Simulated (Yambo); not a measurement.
Yambo run on LiNbO2 (space group P6_3/mmc, No. 194). The wavefunctions come from this Quantum ESPRESSO step (PBEsol, PseudoDojo standard norm-conserving files, scalar-relativistic):

```
&CONTROL
  calculation = 'nscf'
  pseudo_dir = './pseudo'
  outdir = './out'
/
&SYSTEM
  ibrav = 0
  nat = 8
  ntyp = 3
  ecutwfc = 84.0
  ecutrho = 336.0
  occupations = 'fixed'
  force_symmorphic = .true.
  nbnd = 157
/
&ELECTRONS
  conv_thr = 8e-09
  diago_full_acc = .true.
  diago_thr_init = 1e-08
/
ATOMIC_SPECIES
Li 6.9400 Li.upf
O 15.9990 O.upf
Nb 92.9064 Nb.upf
CELL_PARAMETERS angstrom
  2.921780128000   0.000000000000   0.000000000000
 -1.460890064000   2.530335815000   0.000000000000
  0.000000000000   0.000000000000  10.451030000000
ATOMIC_POSITIONS crystal
Li   0.000000000000   0.000000000000   0.000000000000
Li   0.000000000000   0.000000000000   0.500000000000
O   0.333333333000   0.666666667000   0.121830000000
O   0.666666667000   0.333333333000   0.878170000000
O   0.666666667000   0.333333333000   0.621830000000
O   0.333333333000   0.666666667000   0.378170000000
Nb   0.333333333000   0.666666667000   0.750000000000
Nb   0.666666667000   0.333333333000   0.250000000000
K_POINTS automatic
6 6 1 0 0 0
```

Yambo input:

```
rim_cut
gw0
dyson
el_el_corr
HF_and_locXC
ppa
em1d
RandQpts= 1000000
RandGvec= 1 Ry
EXXRLvcs= 84 Ry
VXCRLvcs= 336 Ry
Chimod= "HARTREE"
% BndsRnXp
 5 | 156 |
%
NGsBlkXp= 8 Ry
% LongDrXp
 1.0 | 1.0 | 1.0 |
%
PPAPntXp= 27.2114 eV
% GbndRnge
 1 | 156 |
%
GTermKind= "BG"
DysSolver= "n"
ExtendOut
% QPkrange
 1 | 1 | 28 | 29 |
 4 | 4 | 28 | 29 |
 7 | 7 | 28 | 29 |
%
```

k points by index: 1 = Γ, 4 = M, 7 = K.

The o-*.qp file then holds:

```
#    K-point    Band    Eo [eV]    E [eV]    E-Eo [eV]    Vxc [eV]    Vnlxc [eV]    Sc|Eo [eV]    Sc|E [eV]    dSc/dw|Eo [eV]    Re(Z)    Im(Z)
#
    1    28    0.000000    0.003667    0.003667    -17.96452    -18.97601    1.016118    1.015159    -7.189434    0.791008    -0.001189
    1    29    1.594200    2.307395    0.713195    -18.29107    -13.74780    -3.642081    -3.830078    -7.172083    0.791407    -0.001182
    4    28    -0.952826    -1.074247    -0.121421    -16.68917    -18.30001    1.458082    1.489422    -7.019081    0.794943    -0.001576
    4    29    2.557170    3.255482    0.698312    -16.21752    -10.20595    -5.139319    -5.313262    -6.776926    0.800608    -0.001220
    7    28    -0.522116    -0.575253    -0.053138    -16.46193    -17.19834    0.669820    0.683277    -6.886751    0.798030    -0.001145
    7    29    2.139241    2.803345    0.664104    -17.55620    -12.86883    -3.851245    -4.023266    -7.047468    0.794285    -0.001340
```
(The two width columns are left out.) Convergence of these settings isn't established.

Spin-orbit coupling is not included.

Geometry of the Materials Project entry, not relaxed at this level.
